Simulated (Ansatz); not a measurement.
La₂GeI₂:
Space group P-3m1 (No. 164); a = 4.385 Å, b = 4.385 Å, c = 10.578 Å, α = 90.00°, β = 90.00°, γ = 120.00°

| atom | site | symmetry | x | y | z |
|---|---|---|---|---|---|
| La | 2d | 3m. | 0.3333 | 0.6667 | 0.3429 |
| Ge | 1b | -3m. | 0.0000 | 0.0000 | 0.5000 |
| I | 2d | 3m. | 0.6667 | 0.3333 | 0.1533 |

Relaxed with LDA.

Task: Which orbitals make up the states near the band edges in LDA in the plane-wave PAW code Ansatz?

Result: Top 1 eV of the valence band: Ge 4p 45 %, La 5d 36 %, I 5p 8 %. Bottom 1 eV of the conduction band: La 5d 74 %, La 4f 11 %, I 5p 6 %, Ge 4p 6 %. Projections are on Löwdin-orthogonalised atomic valence shells; empty p or d shells of many metals are not among them.

Task: Tabulate the density of states.

Result: States/eV per cell of 5 atoms, in 0.25 eV bins, energy from the valence-band maximum.

```
E (eV)  total   I 5p  La 4f  La 5d
------  -----  -----  -----  -----
-7.86    0.00   0.00   0.00   0.00
-7.61    0.00   0.00   0.00   0.00
-7.36    0.00   0.00   0.00   0.00
-7.11    0.00   0.00   0.00   0.00
-6.86    2.43   0.03   0.02   0.22
-6.61    5.56   0.03   0.04   1.22
-6.36    0.00   0.00   0.00   0.00
-6.11    0.00   0.00   0.00   0.00
-5.86    0.00   0.00   0.00   0.00
-5.61    0.00   0.00   0.00   0.00
-5.36    0.00   0.00   0.00   0.00
-5.11    0.00   0.00   0.00   0.00
-4.86    0.00   0.00   0.00   0.00
-4.61    0.00   0.00   0.00   0.00
-4.36    0.00   0.00   0.00   0.00
-4.11    1.63   1.30   0.01   0.17
-3.86    8.62   7.15   0.05   0.93
-3.61    3.13   2.57   0.01   0.23
-3.36    3.03   2.48   0.02   0.27
-3.11    7.21   5.61   0.06   0.82
-2.86    6.94   5.52   0.08   0.87
-2.61   14.29  11.62   0.16   1.75
-2.36    3.14   2.57   0.05   0.44
-2.11    0.00   0.00   0.00   0.00
-1.86    0.00   0.00   0.00   0.00
-1.61    0.00   0.00   0.00   0.00
-1.36    0.00   0.00   0.00   0.00
-1.11    0.54   0.09   0.01   0.13
-0.86    5.31   0.78   0.13   1.45
-0.61    7.43   0.71   0.30   2.71
-0.36    6.91   0.20   0.26   2.82
-0.11    3.81   0.22   0.33   1.50
0.14     0.05   0.00   0.00   0.04
0.39     0.83   0.05   0.04   0.69
0.64     1.43   0.09   0.12   1.09
0.89     1.79   0.11   0.24   1.27
1.14     2.47   0.14   0.49   1.63
1.39     1.84   0.07   0.51   1.13
1.64     4.26   0.11   1.79   2.06
1.89     6.69   0.07   4.16   1.99
2.14    24.50   0.15  20.91   2.66
```

The first step of the workflow began from a Materials Project structure, measured or hypothetical; the Crystallography Open Database files this formula in space group No. 164, but the cells were not matched. Its standing as an ambient phase is unchecked. The cell was relaxed with LDA under the symmetry of its start; its stability against distortions is not shown here. A crystal of weakly bound layers computed without a dispersion correction: the cell and the soft elastic constants depend strongly on that. Scalar-relativistic: spin–orbit coupling is off unless named, which matters more the heavier the elements.

Potentials: the later of the program's two PAW sets.
